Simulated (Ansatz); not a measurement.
CrCoPt2 (P4/mmm): the volume from the results

```xyz
4
Lattice="3.8190 0.0000 0.0000 0.0000 3.8190 0.0000 0.0000 0.0000 3.7460" Properties=species:S:1:pos:R:3 pbc="T T T"
Cr    0.0000    0.0000    0.0000
Co    1.9095    1.9095    0.0000
Pt    0.0000    1.9095    1.8730
Pt    1.9095    0.0000    1.8730
```

The reference geometry is a structure as deposited in COD; nothing is relaxed.

Settings: LDA, 8×8×8 k mesh, Fermi–Dirac smearing of 0.05 eV. PAW means Ansatz 0.2.0 on its default frozen-core files. Site moments are integrated in spheres about the atoms. Start moments (μB): Cr1 3, Co2 2.

The cell is scaled evenly, and every run starts from the same moments. Some of the runs:

| V/V₀ | cell moment (μB) | largest site moment (μB) | F − F(V₀) (meV/atom) |
| --- | --- | --- | --- |
| 0.74 | 1.52 | 1.35 | 732 |
| 0.96 | 1.15 | 2.33 | -34 |
| 1 | 1.14 | 2.46 | 0 |

Q: Another run of the series gave cell moment (μB) = 1.19, largest site moment (μB) = 2.18, F − F(V₀) (meV/atom) = -34. At which V/V₀ was it made?
A. 0.66
B. 0.8
C. 1.25
D. 0.86
E. 1.1
F. 0.92
G. 1.04

A: F. V/V₀ = 0.92.

Q: Another run of the series gave cell moment (μB) = 0.00, largest site moment (μB) = 0.00, F − F(V₀) (meV/atom) = 1859. At which V/V₀ was it made?
A. 0.66
B. 0.86
C. 1.1
D. 0.92
E. 1.04
F. 0.8
G. 1.25

A: A. V/V₀ = 0.66.

The whole series:

| V/V₀ | cell moment (μB) | largest site moment (μB) | F − F(V₀) (meV/atom) |
| --- | --- | --- | --- |
| 0.66 | 0.00 | 0.00 | 1859 |
| 0.74 | 1.52 | 1.35 | 732 |
| 0.8 | 1.63 | 1.62 | 281 |
| 0.86 | 1.40 | 1.90 | 51 |
| 0.92 | 1.19 | 2.18 | -34 |
| 0.96 | 1.15 | 2.33 | -34 |
| 1 | 1.14 | 2.46 | 0 |
| 1.04 | 1.13 | 2.59 | 60 |
| 1.1 | 1.13 | 2.76 | 186 |
| 1.25 | 5.15 | 2.96 | 686 |

The PAW files were made with PBE; the program remakes their cores once for the run's functional and then keeps them frozen. Under strong compression frozen cores are worth checking against an all-electron run. The Ansatz runs typed with the search for lower states off end where their start leads. Spin–orbit coupling is left out although heavy atoms are present. These are results for the start and cell typed. The real compound can order otherwise, in a larger cell, or not at all, since semilocal functionals at zero temperature often overstate magnetism.
